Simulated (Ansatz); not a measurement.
Be₂Ru:
```
Be2Ru
1.0
    0.00000     3.06101     3.06101
    3.06101     0.00000     3.06101
    3.06101     3.06101     0.00000
Be Ru
4 2
Cartesian
  3.82626   3.82626   3.82626
  3.82626   2.29576   2.29576
  2.29576   3.82626   2.29576
  2.29576   2.29576   3.82626
  1.53050   1.53050   1.53050
  0.00000   0.00000   0.00000
```

Relaxed with PBE. Special points in fractions of this cell's reciprocal vectors: Γ (0.000, 0.000, 0.000); X (0.500, 0.000, 0.500); U (0.625, 0.250, 0.625); K (0.375, 0.375, 0.750); L (0.500, 0.500, 0.500); W (0.500, 0.250, 0.750).

Task: List the band energies nearest the Fermi level at these points for PBE with spin–orbit coupling (plane waves, PAW; program Ansatz).

Result: In eV from the Fermi level; about four levels below and three above (degenerate sets whole), none deeper than 8.9 eV; points with the same levels are listed once.

| k | below | above |
|---|---|---|
| Γ | -3.53 -3.53 -3.29 -3.29 | 0.18 0.18 0.18 0.18 |
| X | -0.44 -0.44 -0.44 -0.44 | 1.50 1.50 1.50 1.50 |
| U | -0.27 -0.27 -0.11 -0.11 | 1.83 1.83 2.81 2.81 |
| L | -0.55 -0.55 -0.45 -0.45 | 0.72 0.72 1.81 1.81 |
| W | -0.72 -0.72 -0.63 -0.63 | 2.58 2.58 2.61 2.61 |

Space group Fd-3m (cubic Laves (MgCu2 type)). The cell is a constructed one: a structure type filled with these elements; neither database checked (COD, Materials Project) lists it. Whether it is the stable phase at ambient conditions was not checked. The PBE relaxation kept the symmetry of its start; its stability against distortions is not shown here. The run is not spin-polarised.

Potentials: the earlier of the program's two PAW sets.
